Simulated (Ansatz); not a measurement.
Zr₃N₄:
```xyz
14
Lattice="-3.3285 3.3285 3.3285 3.3285 -3.3285 3.3285 3.3285 3.3285 -3.3285" Properties=species:S:1:pos:R:3 pbc="T T T"
N      0.4776     0.4776     0.4776
N     -1.1866     1.1866     4.5151
N     -0.4776     2.8509     0.4776
N      4.5151    -1.1866     1.1866
N      0.4776    -0.4776     2.8509
N      2.1419     2.1419     2.1419
N      2.8509     0.4776    -0.4776
N      1.1866     4.5151    -1.1866
Zr     2.4964     0.0000     1.6643
Zr     1.6643     2.4964     0.0000
Zr     0.8321     0.0000     4.9928
Zr     4.9928     0.8321     0.0000
Zr     0.0000     1.6643     2.4964
Zr     0.0000     4.9928     0.8321
```

Relaxed with LDA. Special points in fractions of this cell's reciprocal vectors: Γ (0.000, 0.000, 0.000); H (0.500, -0.500, 0.500); N (0.000, 0.000, 0.500); P (0.250, 0.250, 0.250).

List the band energies nearest the valence-band maximum at these points for plane-wave PAW LDA (Ansatz code).

In eV from the valence-band maximum; about four levels below and three above (degenerate sets whole), none deeper than 8.9 eV; points with the same levels are listed once.

```tsv
k	below	above
Γ	-1.27 -1.27 -1.27 -0.01 -0.01 -0.01	0.79 0.79 1.45 1.45 1.45
H	-0.35 -0.35 -0.35 -0.35	3.36 3.36 3.36 3.36 3.36 3.36
N	-1.65 -1.65 -0.68 -0.68	2.17 2.17 2.47 2.47
P	-1.64 -1.64 -1.64 -1.64 -1.30 -1.30	2.45 2.45 2.90 2.90 2.90 2.90
```

Space group I-43d. The LDA relaxation kept the symmetry of its start. The run is not spin-polarised. Spin–orbit coupling is left out wherever it is not named.

Potentials: the later of the program's two PAW sets.
